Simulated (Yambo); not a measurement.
A G0W0@PBEsol run in Yambo for SnS (space group Cmcm, No. 63) (4×4×4 Γ-centred k mesh, 144 bands and a 7 Ry block in the screening, 144 bands in G with the Bruneval-Gonze terminator, plasmon pole fitted at 27.2 eV) gives these matrix elements, in eV, at the band edges ((0, -0.5, 0) → (-0.5, -0.5, 0)):

| state | E0 | <Vxc> | <Σx> | <Σc(E0)> | Z |
|---|---|---|---|---|---|
| valence edge | 0.000 | -12.499 | -13.422 | 0.282 | 0.788 |
| conduction edge | 0.480 | -10.188 | -7.219 | -3.099 | 0.803 |

Question: Solve the linearised quasiparticle equation for both states, give the gap, and say how exchange and correlation each act on it.

Answer: E = E0 + Z(Σx + Σc − Vxc). Valence: 0.000 + 0.788 × (-13.422 + (0.282) − (-12.499)) = -0.51 eV. Conduction: 0.480 + 0.803 × (-7.219 + (-3.099) − (-10.188)) = 0.37 eV. The gap is 0.88 eV, against 0.48 eV in PBEsol. Replacing Vxc by bare exchange alone would open it by 3.89 eV; correlation takes back 3.38 eV of that, and Z scales what is left. Nearest settings tried, and what they do to the gap: 57 bands in G: -9 meV; 1 Ry block (15 vectors against 209): -273 meV; 2×2×2 mesh: -48 meV. Not varied: bands in W. So the settings aren't converged at that level. The mesh misses a band edge: along a dense path the PBEsol gap is 0.28 eV against 0.48 eV on the mesh. Spin-orbit splittings are left out.

The standard potential for Sn keeps a d shell in the valence without the s and p states of that shell. In tests on such compounds this moved G0W0 gaps by up to about 0.9 eV, so absolute quasiparticle energies here are unreliable; differences between settings are what counts.

Geometry of the Materials Project entry, not relaxed at this level; primitive cell a = b = 6.243 Å, c = 4.090 Å, α = β = 90.00°, γ = 141.75°.

This is not the ordinary phase of the substance.
